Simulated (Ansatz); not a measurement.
All numbers below come from DFT PBE, scalar-relativistic, plane waves, PAW, and for the lanthanide a 4f-in-core norm-conserving potential, in Ansatz 0.2.0. All cells share a 660 eV cutoff and Γ-centred k meshes spaced about 0.3 Å⁻¹ or finer (0.25 for metals, 2π included). No spin polarisation.

A search over trial structures of PrScO gave this relaxed cell.

```cif
data_structure
_symmetry_space_group_name_H-M 'P 1'
_symmetry_Int_Tables_number 1
_cell_length_a 3.7187
_cell_length_b 3.7187
_cell_length_c 4.2221
_cell_angle_alpha 90.000
_cell_angle_beta 90.000
_cell_angle_gamma 90.000
_cell_volume 58.39
loop_
_atom_site_label
_atom_site_type_symbol
_atom_site_fract_x
_atom_site_fract_y
_atom_site_fract_z
_atom_site_occupancy
Pr1 Pr 0.00000 0.00000 0.50000 1
Sc1 Sc 0.50000 0.50000 0.00000 1
O1 O 0.50000 0.50000 0.50000 1
```

Problem. Is this structure dynamically stable?

Solution. As far as tested, yes. The phonons on a 2×2×2 q mesh of the computed 3-atom cell show no imaginary mode. (Phonon run: 10×10×8 k mesh, Gaussian smearing of 0.10 eV.) After random moves of the atoms it relaxes back. The optical modes at Γ run from 176 to 427 cm⁻¹, and the highest mode on the mesh lies at 506 cm⁻¹. Around Pr lie 4 O at 2.63 Å, 8 Sc at 3.37 Å, 4 Pr at 3.72 Å and 2 Pr at 4.22 Å; around Sc lie 2 O at 2.11 Å, 8 Pr at 3.37 Å and 4 Sc at 3.72 Å; O is surrounded by 2 Sc at 2.11 Å and 4 Pr at 2.63 Å. The phonon run warned that its eigensolver hadn't fully converged.

Phonons of metals hang on the k mesh and the smearing.

The lanthanide is trivalent by construction, without f bands, f moments or other valences.
